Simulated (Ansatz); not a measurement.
The relaxed structure here is a generated cell of Ga: the first start was made by placing the elements on the sites of a structure type, and the end was not matched to a known phase here, so it may be hypothetical. Known forms of Ga include space group No. 64.

A relaxed cell of Ga (P6/mmm (No. 191)), relaxed on a k-mesh at least as fine as the one used below. Computed with PBE (plane waves to 420 eV, PAW, scalar-relativistic; Ansatz, a quantum-chemistry and plane-wave program). Γ-centred k-mesh 5×9×12 on the run's cell (coarser than for final values), Fermi–Dirac smearing 0.05 eV.

```yaml
crystal:
  lattice:
    - [8.90409, 0.00000, 0.00000]
    - [-2.22602, 3.85558, 0.00000]
    - [0.00000, 0.00000, 2.76184]
  atoms:
    - { symbol: Ga, position: [0.16667, 0.66667, 0.00000] }
    - { symbol: Ga, position: [0.66667, 0.66667, 0.00000] }
    - { symbol: Ga, position: [0.33333, 0.33333, 0.00000] }
    - { symbol: Ga, position: [0.83333, 0.33333, 0.00000] }
```

The atoms are displaced by (Å):

```tsv
atom	ux	uy	uz
Ga1	-0.017	-0.050	0.128
Ga2	-0.058	-0.122	-0.020
Ga3	-0.076	-0.064	-0.135
Ga4	0.050	-0.028	0.074
```

Problem. What forces (eV/Å) and pressure result?

Solution. 
| atom | Fx | Fy | Fz |
|---|---|---|---|
| Ga1 | 0.13 | 0.18 | 0.08 |
| Ga2 | 0.18 | 0.22 | -0.02 |
| Ga3 | 0.07 | -0.06 | -0.09 |
| Ga4 | -0.39 | -0.33 | 0.03 |

Pressure -0.1 GPa.

The undisplaced cell is probably no minimum: from this displacement the run went on to Immm (No. 71), 0.11 eV/atom below it.

No spin polarisation in the result.
